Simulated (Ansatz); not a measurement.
Relaxed Rh (fcc, Cu type):

```xyz
2
Lattice="0.0000 3.8303 3.8303 1.9151 1.9151 3.8303 1.9151 1.9151 0.0000" Properties=species:S:1:pos:R:3 pbc="T T T"
Rh     0.0000     0.0000     0.0000
Rh     1.9151     3.8303     5.7454
```

The atoms are displaced by Q × the pattern below (from a DFPT mode at X = (0.5, 0.5, 0.0), largest move 1; Q in Å), at fixed cell. (q is in reciprocal vectors of the primitive cell; the cell shown is doubled to hold the pattern.)

```csv
atom,x,y,z
Rh1,0.000,0.000,-1.000
Rh2,0.000,0.000,1.000
```

The numbers are results of PBE (plane waves to 420 eV, PAW, scalar-relativistic; Ansatz, an electronic-structure program), not measurements. k mesh 21×21×21 (Γ-centred), Fermi-Dirac smearing 0.05 eV. The energy includes the smearing's −TS. With partly filled bands, energies and forces of such displacements shift with the k mesh and the smearing. Rh is run without spin polarisation. Rh was relaxed with its symmetry unable to fall. The PAW data are Ansatz's earlier set. The zero of ΔE is the undisplaced structure. The last digit holds for this mesh only.

```
Q (Å)    ΔE (meV/cell)
-------  -------------
-0.1000          193.2
-0.0833       withheld
-0.0667           84.6
-0.0500           47.3
-0.0333           20.9
-0.0167            5.2
0.0000             0.0
0.0167             5.2
0.0333            20.9
0.0500            47.3
0.0667            84.6
0.0833        withheld
0.1000           193.2
```

### Question
Fit an even polynomial form (powers 2, 4) to the given rows and predict ΔE at Q = -0.0833.

### Answer
Least squares on the 11 given rows: ΔE = (18780)·Q² + (54220)·Q⁴, in meV/cell with Q in Å; root-mean-square residual 0.02 meV/cell. At -0.0833 the fit gives 132.9 meV/cell; the calculation gives 133.1 meV/cell, so the interpolation is off by -0.2 (-0.2 %). The quadratic term alone would give 130.3 meV/cell.

(For displaced atoms, the force is minus the slope of the energy, and its curvature is a force constant, which sets phonon frequencies.)
